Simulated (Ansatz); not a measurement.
Li$_{4}$MoO$_{5}$:
```xyz
10
Lattice="-3.2317 3.2317 2.1199 3.2317 -3.2317 2.1199 3.2317 3.2317 -2.1199" Properties=species:S:1:pos:R:3 pbc="T T T"
Li     3.8741     1.2098    -0.0201
Li     1.2098     2.5892    -0.0201
Li    -0.6424     2.0219     2.0997
Li     2.0219     0.6424     2.0997
Mo     0.0000     0.0000     4.0214
O      0.5706     4.6935     0.0711
O      1.4618     2.6611     2.1910
O      2.6611    -1.4618     2.1910
O      1.7699     0.5706     0.0711
O      0.0000     0.0000     2.2120
```

Relaxed with r²SCAN.

Give the Bader charges and basin volumes of the independent atoms, r²SCAN (plane waves, PAW; program Ansatz).



```tsv
atom	Bader charge (e)	Bader volume (Å³)
Li1	+0.90	2.9
Mo5	+2.80	8.6
O6	-1.30	13.9
O10	-1.21	12.7
```

Space group I4. The workflow started from a Materials Project entry (that database holds measured and hypothetical structures alike); the Crystallography Open Database copy checked does not list it. COD files the formula under space group No. 2. Whether it is the stable phase at ambient conditions was not checked. The cell was relaxed with r²SCAN under the symmetry of its start; its stability against distortions is not shown here. The run is not spin-polarised. No Hubbard U is applied.

Potentials: the later of the program's two PAW sets.
